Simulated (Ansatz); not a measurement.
Starting cell, MgO (rock salt):

```xyz
2
Lattice="0.0000 2.1022 2.1022 2.1022 0.0000 2.1022 2.1022 2.1022 0.0000" Properties=species:S:1:pos:R:3 pbc="T T T"
O      0.0000     0.0000     0.0000
Mg     2.1022     2.1022     2.1022
```

In this cell atom 1 (O, nearest neighbour Mg at 2.102 Å; its periodic images, 3.0 Å or more away, move with it) is moved by s along Cartesian x, unit vector (1.000, 0.000, 0.000); all other atoms and the cell stay fixed.

Level of theory: r2SCAN (plane waves to 500 eV, PAW, scalar-relativistic; Ansatz, an electronic-structure program). k mesh 11×11×11 (Γ-centred), Fermi-Dirac smearing 0.05 eV. E stands for the smeared free energy. MgO was relaxed with its symmetry unable to fall. ΔE is measured from the undisplaced structure.

| s (Å) | ΔE (meV/cell) |
|---|---|
| -0.420 | 840 |
| -0.336 | 453 |
| -0.252 | 220 |
| -0.168 | 88 |
| -0.084 | 20 |
| 0.000 | 0 |
| 0.084 | 20 |
| 0.168 | 88 |
| 0.252 | 220 |
| 0.336 | 453 |
| 0.420 | 840 |

What force constant k = d²E/ds² at s = 0 does the table give?

5.6 eV/Å². It is the second difference of the nearest points, corrected with the next pair.

With k = 5.63 eV/Å² from the forces, is the well harmonic out to s = 0.420 Å?

½ks² = 497 meV/cell against the computed 840 meV/cell, so the well is stiffer than harmonic there.

(For displaced atoms, the force is minus the slope of the energy, and its curvature is a force constant, which sets phonon frequencies.)
